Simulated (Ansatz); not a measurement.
HfGeS: course of a relaxation

Computed with DFT r2SCAN, scalar-relativistic, plane waves, PAW (Ansatz 0.2.0). Settings: 500 eV cutoff, 10×10×6 k-mesh, Gaussian smearing of 0.10 eV, no spin polarisation.

What was changed: relaxed at -1 GPa.

Spin–orbit coupling is left out, which can shift energies with elements as heavy as these.

Command:

```bash
ansatz run input.yaml --threads 1 --pin off --max-ram 2560MiB --backend cpu --events-out ev --progress --plain --runs-dir out
```

Input:

```yaml
crystal:
  lattice:
    - [3.6295012965, 0.0, 0.0]
    - [0.0, 3.6295012965, 0.0]
    - [0.0, 0.0, 7.9891550707]
  atoms:
    - { symbol: Hf, position: [0.0, 0.5, 0.2734764424] }
    - { symbol: Hf, position: [0.5, 0.0, 0.7265235576] }
    - { symbol: Ge, position: [0.0, 0.0, 0.0] }
    - { symbol: Ge, position: [0.5, 0.5, 0.0] }
    - { symbol: S, position: [0.0, 0.5, 0.619962777] }
    - { symbol: S, position: [0.5, 0.0, 0.380037223] }
basis:
  ecutwfc: 500
kpoints:
  mp_grid: { grid: [10, 10, 6] }
hamiltonian:
  xc: r2scan
scf:
  occupations: { method: gaussian, width: 0.1 }
output:
  forces: true
  stress: true
  eigenvalues: true
relax:
  adjacent_minimum: "off"
  f_tol: 0.008
  max_steps: 50
  cell: { stress_tol: 0.08, p_target: -1.0 }
```

F is the free energy. Steps run on the plane waves of an earlier cell, but the last one, and at times one on the way, on a freshly chosen basis, so a repeated geometry can differ a little in energy. The relaxation lowers the enthalpy F + PV at the target pressure, so F itself can rise.

Steps:

| step | F − F(1) (eV) | largest force component (eV/Å) | V (Å³/atom) | P (GPa) |
| --- | --- | --- | --- | --- |
| 1 | 0.0000 | 0.028 | 17.541 | -1.29 |
| 2 | -0.0026 | 0.077 | 17.453 | -0.57 |
| 3 | -0.0019 | 0.025 | 17.496 | -0.95 |
| 4 | -0.0019 | 0.008 | 17.499 | -0.97 |
| 5 | -0.0017 | 0.001 | 17.502 | -0.99 |
| 6 | -0.0017 | 0.001 | 17.502 | -0.99 |

Relaxed structure:

```
CELL_PARAMETERS angstrom
3.62673 0.00000 0.00000
0.00000 3.62673 0.00000
0.00000 0.00000 7.98390
ATOMIC_POSITIONS crystal
Hf 0.00000 0.50000 0.27328
Hf 0.50000 0.00000 0.72672
Ge 0.00000 0.00000 0.00000
Ge 0.50000 0.50000 0.00000
S 0.00000 0.50000 0.62009
S 0.50000 0.00000 0.37991
```

The structure is tetragonal, space group P4/nmm (No. 129). The conventional cell has a = 3.627 Å, b = 3.627 Å, c = 7.984 Å, α = 90.00°, β = 90.00°, γ = 90.00°. Hf (site symmetry 4mm) is surrounded by 5 S at 2.70 to 2.77 Å and 4 Ge at 2.84 Å. Ge (site symmetry -4m2) is surrounded by 4 Ge at 2.56 Å and 4 Hf at 2.84 Å. S (site symmetry 4mm) is surrounded by 5 Hf at 2.70 to 2.77 Å.

The run converged. The run took 5.9 min on 1 thread of Arm Neoverse V2 (shared host), peak memory 0.86 GiB.